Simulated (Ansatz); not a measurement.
Here is the system:

Sb:
```cif
data_Sb
_chemical_formula_sum 'Sb1'
_space_group_name_H-M_alt 'Pm-3m'
_space_group_IT_number 221
_space_group_name_Hall '-P 4 2 3'
_cell_length_a 3.07190
_cell_length_b 3.07190
_cell_length_c 3.07190
_cell_angle_alpha 90.000
_cell_angle_beta 90.000
_cell_angle_gamma 90.000
loop_
_atom_site_label
_atom_site_type_symbol
_atom_site_symmetry_multiplicity
_atom_site_Wyckoff_symbol
_atom_site_fract_x
_atom_site_fract_y
_atom_site_fract_z
_atom_site_occupancy
Sb1 Sb 1 a 0.00000 0.00000 0.00000 1
```

This is the r²SCAN+D4-relaxed structure.

All from r²SCAN+D4 (plane waves, PAW; program Ansatz), unless another level is named. Give the electronic character.

metallic (no gap).

Next, the density of states at the Fermi level?

0.46 states/eV per atom (mean over ±0.08 eV).

The workflow started from a Materials Project entry (that database holds measured and hypothetical structures alike); the Crystallography Open Database files this formula in space group No. 221, but the cells were not matched. It is not the phase usual at ambient conditions (space group No. 166). The r²SCAN+D4 relaxation kept the symmetry of its start; whether a distortion lowers the energy is not shown. Spin–orbit coupling is left out wherever it is not named.

Potentials: the later of the program's two PAW sets.
